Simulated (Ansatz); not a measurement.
Relaxed MoSi2 (MoSi2 type, space group I4/mmm):

```
MoSi2
1.0
   -1.60108     1.60108     3.90975
    1.60108    -1.60108     3.90975
    1.60108     1.60108    -3.90975
Mo Si
1 2
Direct
  0.00000   0.00000   0.00000
  0.33530   0.33530   0.00000
  0.66470   0.66470   0.00000
```

In this cell atom 1 (Mo, nearest neighbour Si at 2.605 Å; its periodic images, 3.2 Å or more away, move with it) is moved by u·(1.000, 0.000, 0.000) + v·(0.000, 0.000, 1.000); the rest is frozen.

These are r2SCAN (plane waves to 500 eV, PAW, scalar-relativistic; Ansatz, an electronic-structure program) values and carry that method's errors. k mesh 12×12×12 (Γ-centred), Fermi-Dirac smearing 0.05 eV. Energies are smeared free energies. With partly filled bands, energies and forces of such displacements shift with the k mesh and the smearing. MoSi2 is run without spin polarisation. MoSi2 was relaxed with its symmetry unable to fall. The PAW data are Ansatz's earlier set. The last digit holds for this mesh only.

Changes of ΔE (meV/cell) from the point u = 0.000 Å, v = 0.000 Å when one coordinate moves alone (two changes are said to add if the coupling is within 5 % of the smaller one, nearly so within 20 %):

```json
[
 {"point": "u = 0.000 Å, v = -0.390 Å", "change": "1126.7"},
 {"point": "u = 0.000 Å, v = -0.195 Å", "change": "264.7"},
 {"point": "u = -0.390 Å, v = 0.000 Å", "change": "777.6"},
 {"point": "u = -0.195 Å, v = 0.000 Å", "change": "193.2"},
 {"point": "u = 0.195 Å, v = 0.000 Å", "change": "193.2"},
 {"point": "u = 0.390 Å, v = 0.000 Å", "change": "777.6"},
 {"point": "u = 0.000 Å, v = 0.195 Å", "change": "264.7"},
 {"point": "u = 0.000 Å, v = 0.390 Å", "change": "1126.7"}
]
```

Question: What is the change at u = -0.390 Å, v = 0.390 Å, where both move, and how far is it from the sum?

Answer: The sum of the single changes is 777.6 + (1126.7) = 1904.3; the calculation gives 2087.8, so the coupling contributes 183.5 (over 20 % of the smaller single change, not additive).

Question: Do the two effects add at u = 0.195 Å, v = 0.390 Å? Give the computed change.

Answer: The sum of the single changes is 193.2 + (1126.7) = 1319.9; the calculation gives 1365.3, so the coupling contributes 45.4 (over 20 % of the smaller single change, not additive).

Question: What is the change at u = 0.390 Å, v = -0.195 Å, where both move, and how far is it from the sum?

Answer: The sum of the single changes is 777.6 + (264.7) = 1042.3; the calculation gives 1091.6, so the coupling contributes 49.3 (under 20 % of the smaller single change, nearly additive).

(For displaced atoms, the force is minus the slope of the energy, and its curvature is a force constant, which sets phonon frequencies.)
